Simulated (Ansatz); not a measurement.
# Lu (hcp)

Method: r²SCAN, scalar-relativistic; no spin polarisation; PAW, 500 eV, Γ-centred 14×14×8 mesh, 0.05 eV Gaussian smearing; code Ansatz. The datasets are Ansatz's generated set soft_2.

Space group P6_3/mmc (No. 194). a = 3.503 Å, b = 3.503 Å, c = 5.452 Å, α = 90.00°, β = 90.00°, γ = 120.00°
```
atom  site  symmetry       x       y       z
  Lu    2d      -6m2  0.3333  0.6667  0.7500
```

Question: Which orbitals carry the states at the Fermi level, and how many states are there?

Answer: Within 0.1 eV of it: Lu 5d 94 % (shares among the projected shells). The density of states at the Fermi level is about 3.6 states/eV per cell, averaged over 0.3 eV.

Density of states (tetrahedra, averaged over 0.5 eV; states/eV per cell of 2 atoms; energy in eV from the Fermi level):

| E (eV) | DOS |
| --- | --- |
| -6.10 | 0.1 |
| -5.60 | 0.2 |
| -5.10 | 56.2 |
| -4.60 | 0.4 |
| -4.10 | 0.4 |
| -3.60 | 0.5 |
| -3.10 | 0.7 |
| -2.60 | 1.1 |
| -2.10 | 1.3 |
| -1.60 | 1.3 |
| -1.10 | 1.4 |
| -0.60 | 2.3 |
| -0.10 | 3.3 |
| 0.40 | 1.8 |
| 0.90 | 1.3 |
| 1.40 | 2.9 |
| 1.90 | 3.1 |
| 2.40 | 2.8 |
| 2.90 | 2.5 |
| 3.40 | 1.3 |

Spin–orbit coupling, which matters for such heavy elements, is left out.
